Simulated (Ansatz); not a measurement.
BRu:
```
CELL_PARAMETERS angstrom
      2.69375     0.00000     0.00000
      0.00000     2.69375     0.00000
      0.00000     0.00000     2.69375
ATOMIC_POSITIONS crystal
  Ru 0.00000 0.00000 0.00000
  B  0.50000 0.50000 0.50000
```

Relaxed with PBE. Special points in fractions of this cell's reciprocal vectors: Γ (0.000, 0.000, 0.000); X (0.000, 0.500, 0.000); M (0.500, 0.500, 0.000); R (0.500, 0.500, 0.500).

Task: List the band energies nearest the Fermi level at these points for the program Ansatz at the PBE level (PAW).

Result: In eV from the Fermi level; about four levels below and three above (degenerate sets whole), none deeper than 8.9 eV; points with the same levels are listed once.

```tsv
k	below	above
Γ	-5.02 -5.02	0.39 0.39 0.39
X	-7.65 -4.19 -2.97 -2.97	0.67 2.67 8.32 8.32
M	-3.03 -3.03 -1.42 -1.42	2.12 4.96 5.20
R	-7.18 -7.18 -7.18 -1.72	2.26 2.26 7.61 7.61 7.61
```

Space group Pm-3m (CsCl type). A made-up cell: these elements were put on the sites of a structure type; neither database checked (COD, Materials Project) lists it. Its standing as an ambient phase is unchecked. Symmetry was held in the PBE relaxation; its stability against distortions is not shown here. No spin polarisation was allowed. Scalar-relativistic: spin–orbit coupling is off unless named, which matters more the heavier the elements.

Potentials: the earlier of the program's two PAW sets.
